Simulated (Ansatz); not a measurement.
Ga₂O₃:
```yaml
crystal:
  lattice:
    - [-4.63192, 4.63192, 4.63192]
    - [4.63192, -4.63192, 4.63192]
    - [4.63192, 4.63192, -4.63192]
  atoms:
    - { symbol: Ga, position: [0.50000, 0.50000, 0.50000] }
    - { symbol: Ga, position: [0.50000, 0.00000, 0.00000] }
    - { symbol: Ga, position: [0.00000, 0.00000, 0.50000] }
    - { symbol: Ga, position: [0.00000, 0.50000, 0.00000] }
    - { symbol: Ga, position: [0.25000, 0.71406, 0.46406] }
    - { symbol: Ga, position: [0.75000, 0.78594, 0.03594] }
    - { symbol: Ga, position: [0.46406, 0.25000, 0.71406] }
    - { symbol: Ga, position: [0.03594, 0.75000, 0.78594] }
    - { symbol: Ga, position: [0.71406, 0.46406, 0.25000] }
    - { symbol: Ga, position: [0.78594, 0.03594, 0.75000] }
    - { symbol: Ga, position: [0.75000, 0.28594, 0.53594] }
    - { symbol: Ga, position: [0.25000, 0.21406, 0.96406] }
    - { symbol: Ga, position: [0.53594, 0.75000, 0.28594] }
    - { symbol: Ga, position: [0.96406, 0.25000, 0.21406] }
    - { symbol: Ga, position: [0.28594, 0.53594, 0.75000] }
    - { symbol: Ga, position: [0.21406, 0.96406, 0.25000] }
    - { symbol: O, position: [0.54306, 0.77427, 0.54749] }
    - { symbol: O, position: [0.72678, 0.99558, 0.95251] }
    - { symbol: O, position: [0.77322, 0.72573, 0.26880] }
    - { symbol: O, position: [0.95694, 0.50442, 0.23120] }
    - { symbol: O, position: [0.54749, 0.54306, 0.77427] }
    - { symbol: O, position: [0.95251, 0.72678, 0.99558] }
    - { symbol: O, position: [0.26880, 0.77322, 0.72573] }
    - { symbol: O, position: [0.23120, 0.95694, 0.50442] }
    - { symbol: O, position: [0.77427, 0.54749, 0.54306] }
    - { symbol: O, position: [0.99558, 0.95251, 0.72678] }
    - { symbol: O, position: [0.72573, 0.26880, 0.77322] }
    - { symbol: O, position: [0.50442, 0.23120, 0.95694] }
    - { symbol: O, position: [0.45694, 0.22573, 0.45251] }
    - { symbol: O, position: [0.27322, 0.00442, 0.04749] }
    - { symbol: O, position: [0.22678, 0.27427, 0.73120] }
    - { symbol: O, position: [0.04306, 0.49558, 0.76880] }
    - { symbol: O, position: [0.45251, 0.45694, 0.22573] }
    - { symbol: O, position: [0.04749, 0.27322, 0.00442] }
    - { symbol: O, position: [0.73120, 0.22678, 0.27427] }
    - { symbol: O, position: [0.76880, 0.04306, 0.49558] }
    - { symbol: O, position: [0.22573, 0.45251, 0.45694] }
    - { symbol: O, position: [0.00442, 0.04749, 0.27322] }
    - { symbol: O, position: [0.27427, 0.73120, 0.22678] }
    - { symbol: O, position: [0.49558, 0.76880, 0.04306] }
```

Relaxed with r²SCAN. Special points in fractions of this cell's reciprocal vectors: Γ (0.000, 0.000, 0.000); H (0.500, -0.500, 0.500); N (0.000, 0.000, 0.500); P (0.250, 0.250, 0.250).

### Question
List the band energies nearest the valence-band maximum at these points for r²SCAN in the plane-wave PAW code Ansatz.

### Answer
In eV from the valence-band maximum; about four levels below and three above (degenerate sets whole), none deeper than 8.9 eV; points with the same levels are listed once.

```json
[
 {"k": "Γ", "below": "-0.31 -0.31 -0.31 -0.11 -0.11 -0.11", "above": "3.25 7.36 7.51 7.51 7.51"},
 {"k": "H", "below": "-0.23 -0.23 -0.23 -0.11", "above": "6.26 6.26 6.26"},
 {"k": "N", "below": "-0.17 -0.17 -0.01 -0.01", "above": "5.36 5.36 6.94 6.94"},
 {"k": "P", "below": "-0.11 -0.11 -0.11 -0.11 -0.11 -0.11 -0.11 -0.11", "above": "5.99 5.99 5.99 5.99"}
]
```

Space group Ia-3 (bixbyite). A made-up cell: these elements were put on the sites of a structure type; neither database checked (COD, Materials Project) lists it. It is not the phase usual at ambient conditions (space group No. 12, 167). Symmetry was held in the r²SCAN relaxation; of distortions, only those at the zone centre were tested. Scalar-relativistic: spin–orbit coupling is off unless named, which matters more the heavier the elements.

Potentials: the later of the program's two PAW sets.
